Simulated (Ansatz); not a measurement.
# TiC: from a starting cell to a relaxed one

The start is a generated trial cell of TiC in the AFLOW prototype AB_oC8_65_j_g (as in VIr). Cell shape, volume and atoms are optimised at zero target pressure with PBEsol (plane waves to 420 eV, PAW, scalar-relativistic; Ansatz, a quantum-chemistry and plane-wave program). The first steps use a coarse 6×6×9 k-mesh.

Starting cell:
```yaml
crystal:
  lattice:
    - [2.70233, -3.05760, 0.00000]
    - [2.70233, 3.05760, 0.00000]
    - [0.00000, 0.00000, 2.53080]
  atoms:
    - { symbol: C, position: [0.78000, 0.22000, 0.50000] }
    - { symbol: C, position: [0.22000, 0.78000, 0.50000] }
    - { symbol: Ti, position: [0.28000, 0.28000, 0.00000] }
    - { symbol: Ti, position: [0.72000, 0.72000, 0.00000] }
```

- Outcome: The space group goes from Cmmm (No. 65) to P4/mmm (No. 123), with 2 atoms in the primitive cell
- Energy released: 0.34 eV/atom
- Volume change: -8.9 %, from 10.46 to 9.52 Å³/atom
- Shortest distances (start → end): The closest pairs of elements (up to four, under 3.6 Å), start → end: C–Ti 2.39 → 2.33 Å; Ti–Ti 2.38 → 2.38 Å; C–C 2.53 → 2.38 Å
- Band gap at the end: zero (metallic)
- Optimiser moves: 14

Final structure:

Space group P4/mmm (No. 123); a = b = 2.828 Å, c = 2.381 Å, α = β = γ = 90.00°

```csv
atom,site,symmetry,x,y,z
C,1d,4/mmm,0.5000,0.5000,0.5000
Ti,1a,4/mmm,0.0000,0.0000,0.0000
```

Final values are on a 16×16×19 k-mesh of the relaxed cell. The start holds a very short contact (Ti–Ti 2.38 Å). No spin polarisation in the result.

The run could not lose the symmetry of its start, so the end can be a saddle point.

The relaxed structure here is a generated cell of TiC: the first start was made by placing the elements on the sites of a structure type, and the end was not matched to a known phase here, so it may be hypothetical. Known forms of TiC include space group No. 225.
